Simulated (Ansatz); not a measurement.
**Zone-centre modes in W**

These are results of DFT PBE, scalar-relativistic, plane waves, PAW in Ansatz, not measurements. The runs took a 420 eV cutoff, a Γ-centred 16×16×16 mesh and Gaussian smearing (0.15 eV). Spin–orbit coupling is left out, which can shift energies with elements as heavy as these. No spin polarisation.

Zero of the scan (as given, not relaxed at this level):

```
W
1.0
     0.00000   -3.19460    0.00000
    -3.19460    0.00000    0.00000
     0.00000    0.00000   -3.19460
W
2
Direct
  0.50000 0.50000 0.50000
  0.00000 0.00000 0.00000
```

Harmonic modes by finite displacements of 0.02 Å, without the LO–TO term. The cell doubles the primitive one, so its zone centre also holds the primitive cell's point q = (1/2, 1/2, 1/2).

**Question.** At this geometry, is the structure stable against these modes?

**Answer.** Yes: no mode is imaginary beyond 10 cm⁻¹, and only the three translations lie near zero.

**Question.** List the wavenumbers in cm⁻¹.

**Answer.** 0, 0, 0, 165, 165, 165.

Cost: 1 run of about 0.75 core-minutes, on Intel Xeon Processor @ 2.50GHz (Skylake/Cascade Lake) (shared hosts).